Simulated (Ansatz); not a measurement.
The elements of this relaxed trial crystal are hidden behind letters.

```
lattice vectors (Å)
   0.0000    2.4532    2.4532
   2.4532    0.0000    2.4532
   2.4532    2.4532    0.0000
fractional positions
X 0.2500 0.2500 0.2500
X 0.7500 0.7500 0.7500
Z 0.0000 0.0000 0.0000
```

Computed with Ansatz 0.2.0, DFT PBE, scalar-relativistic, plane waves, PAW. Plane waves to 420 eV, a 16×16×16 mesh through Γ for the 3-atom cell and 0.10 eV Gaussian smearing; collinear spin.

```
Space group                                 : Fm-3m (No. 225)
Conventional cell                           : a = 4.906 Å
Volume per atom                             : 9.84 Å³
Density                                     : 6.85 g/cm³
Energy over the elements                    : +0.19 eV/atom
Gap on the 16×16×16 mesh of the 3-atom cell : 0 eV (a metal)
Net moment per atom                         : 1.44 μB
```

Energies are uncorrected and count from the elements' standard states at the same level.

Problem. X is a d-block element of period 4 and Z is a p-block element of period 2. Which elements are they?

Solution. X = Mn, Z = C, so the formula is Mn2C, here in the anti-fluorite type. Density times volume gives a mean mass of 6.85 × 9.84/1.6605 = 40.6 u per atom, and this set has 40.6 u. Among the elements that the hints allow, noble gases aside, only these give it. Mn is surrounded by 4 C at 2.12 Å and 6 Mn at 2.45 Å; C is surrounded by 8 Mn at 2.12 Å.

Another magnetic order may lie lower. A structure relaxed within its symmetry needn't be a true minimum.
